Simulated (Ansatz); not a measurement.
Ansatz 0.2.0, settings compared: TlSe2Br

Input:

```yaml
crystal:
  lattice:
    - [4.130748, 0.0, 0.0]
    - [-2.065374, 3.577333, 0.0]
    - [-2.065374, 1.192444, 7.679643]
  atoms:
    - { symbol: Se, position: [0.23314, 0.76686, 0.69942] }
    - { symbol: Se, position: [0.76686, 0.23314, 0.30058] }
    - { symbol: Tl, position: [0.5, 0.5, 0.5] }
    - { symbol: Br, position: [0.0, 0.0, 0.0] }
  symmetry: { tolerance: 0.0003 }
kpoints:
  mp_grid: { grid: [5, 5, 5], shift: [0, 0, 0] }
magnetization:
  spin_polarized: false
scf:
  occupations: { method: gaussian, width: 0.0236 }
hamiltonian:
  pseudopotentials: { kind: paw }
  xc: r2scan
basis:
  ecutwfc: 500
output:
  forces: true
  stress: true
  eigenvalues: true
  write_density: true
  write_potential: true
  elf: true
  volumetric_format: npy
```

Launch command:

```bash
ansatz run input.yaml --threads 1 --pin off --max-ram 2560MiB --backend cpu --events-out ev --progress --plain --runs-dir out
```

Origin of the cell: a known structure type with other elements, at an estimated volume, so it need not be a known compound.

Output of this run (shortened):

```
SCF iter   1: F=—  HF=-25207.129766 eV  Δρ=5.95e-3  dr2=5.61e-2  dr2_τ=2.10e-2
SCF iter   2: F=—  HF=-25207.133157 eV  Δρ=3.07e-3  dr2=2.41e-2  dr2_τ=9.05e-4  defer=23
SCF iter   3: F=—  HF=-25207.130261 eV  Δρ=1.80e-3  dr2=1.51e-2  dr2_τ=4.68e-5  defer=23
SCF iter   4: F=—  HF=-25207.129556 eV  Δρ=1.46e-3  dr2=9.26e-3  dr2_τ=3.32e-5  defer=23
SCF iter   5: F=—  HF=-25207.127851 eV  Δρ=6.93e-4  dr2=1.56e-3  dr2_τ=5.11e-6  defer=23
SCF iter   6: F=—  HF=-25207.127672 eV  Δρ=2.67e-4  dr2=2.64e-4  dr2_τ=2.08e-6  defer=23
SCF iter   7: F=—  HF=-25207.127650 eV  Δρ=8.37e-5  dr2=1.14e-5  dr2_τ=4.97e-7  defer=23
SCF iter   8: F=—  HF=-25207.127653 eV  Δρ=4.14e-5  dr2=3.94e-6  dr2_τ=3.92e-8  defer=23
SCF iter   9: F=—  HF=-25207.127653 eV  Δρ=2.06e-5  dr2=6.34e-7  dr2_τ=7.65e-9  defer=23
SCF iter  10: F=-25207.127653 eV  HF=-25207.127653 eV  Δρ=6.71e-6  dr2=7.35e-8  dr2_τ=1.04e-9
SCF 1 converged in 10 iterations: F = -25207.127653 eV  dr2 = 7.35e-8
SCF converged after 10 iterations
Free energy (F): -25207.127653 eV
Harris-Foulkes:  -25207.127653 eV  (|F-HF|=1.92e-8)
Internal energy: -25207.124223 eV  (E = F + TS)
E sigma→0 (E₀):  -25207.125938 eV
Entropy (-TS):   -0.003430 eV (-0.858 meV/atom)
Fermi energy:    5.824988 eV
--- Per-component energies (eV) ---
  E_band       = -894.672251
  E_kinetic    = 703.101784
  E_local      = -7050.655397  (includes V_loc(G=0)·N_el)
  E_nonlocal   = -801.436899
  E_hartree    = 3294.271725
  E_xc         = -658.367251
  E_vxc        = -472.872092  (∫ρ·V_xc dr)
  E_paw        = -16319.933095  (= ΣΔE_a)
  E_vpaw       = 110.841292  (= ΣTr[D̂ρ^β])
  E_aug_tail   = -0.000407  (compensation charges beyond the density's cutoff)
  E_vtau       = 27.808175  (kinetic-family band-sum trace: ∫τ·v_τ [+ j·A + Jᵃ·Aᵃ] dr)
  E_ewald      = -4371.456710
  E_core_change = -2.647973  (= ΣΔE_core)
  E_smearing   = -0.003430  (= −TS)
  Σ components = -25207.127653   (vs F -25207.127653, Δ=0.00e0)
--- Forces (eV/Å), atoms counted from 1 ---
  atom   1  Se     0.000000    -0.000000     0.333956
  atom   2  Se     0.000000     0.000000    -0.333956
  atom   3  Tl     0.000000    -0.000000     0.000000
  atom   4  Br    -0.000000     0.000000     0.000000
  max |Σ_I F_I| component: 0.0 eV/Å
--- Stress (GPa, compression-positive) ---
       -1.205829       0.000000       0.000000
       -0.000000      -1.205829       0.000000
        0.000000       0.000000      -3.056772
  P = ⅓ Tr σ = -1.8228 GPa (-18.228 kbar)
```

The same input was run again with these changes:

1. `crystal.symmetry` { tolerance: 0.0003 } → { detect: false }; `scf.mixing.algorithm` default → msr1; `scf.mixing.beta` default → 0.7; `scf.mixing.ndim` default → 4
2. `accuracy` default → low
3. `scf.occupations.width` 0.0236 → 0.01
4. `basis.xc_grid` default → 3

```csv
run,end,SCF iterations,P (GPa),max force component (eV/Å),moment (μB),ΔE(σ→0) (meV/atom)
base,converged,10,-1.82,0.334,–,0
1,converged,12,-1.82,0.334,–,0.00
2,converged,10,-1.82,0.334,–,0.00
3,converged,10,-1.83,0.342,–,0.03
4,converged,10,-1.82,0.334,–,0.00
```

Energies are compared only where functional, datasets, charge and starting cell are the same.

Caveats of the base run: no spin-orbit coupling, though heavy elements are present; the k mesh is coarse if the cell is a metal.

The base run took 18 s on 1 thread of Arm Neoverse V2 (shared host), peak memory 0.73 GiB, from the program's own first density.
